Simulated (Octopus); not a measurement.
**AlAs (F-43m, No. 216): conduction levels under hydrostatic strain**

AlAs (F-43m, No. 216), cubic lattice constant 5.676 Å. The cell is a database entry, not relaxed again.

Method: LDA in Octopus 16.4; grid spacing about 0.15 Å, Γ-centred 6×6×6 k-mesh, Fermi-Dirac smearing of 0.01 eV, no spin polarisation; PseudoDojo 0.4 LDA potentials. Spin-orbit coupling is left out. The cell is scaled uniformly. Energies of the lowest empty band count from each cell's highest valence level among the special points, at Γ; they are Kohn-Sham values at fixed points of the zone.

```
a (Å)  ln(V/V₀)  Γ (eV)  X (eV)  L (eV)
-----  --------  ------  ------  ------
5.420   -0.1381   2.902   1.106   2.513
5.477   -0.1069   2.642   1.168   2.388
5.534   -0.0760   2.388   1.226   2.266
5.591   -0.0453       ?       ?       ?
5.647   -0.0150   1.902   1.331   2.033
5.676    0.0000   1.784   1.355   1.976
5.733    0.0299   1.555   1.401   1.866
```

V₀ is the volume of the database cell.

Task: Fit each column by a quadratic in ln V through the rows shown. Give the volume deformation potentials dE/d ln V at the withheld row, and predict that row.

Result: Fits: Γ: 1.785 −7.76 x +2.4 x²; X: 1.355 +1.58 x −1.6 x²; L: 1.976 −3.72 x +1.2 x², with x = ln(V/V₀). At x = -0.0453 the slopes are −8.0 eV (Γ), +1.7 eV (X), −3.8 eV (L). Predicted against computed: 2.141 against 2.141 eV, 1.280 against 1.280 eV, 2.148 against 2.148 eV.

The lowest of these levels is that at X in all rows.
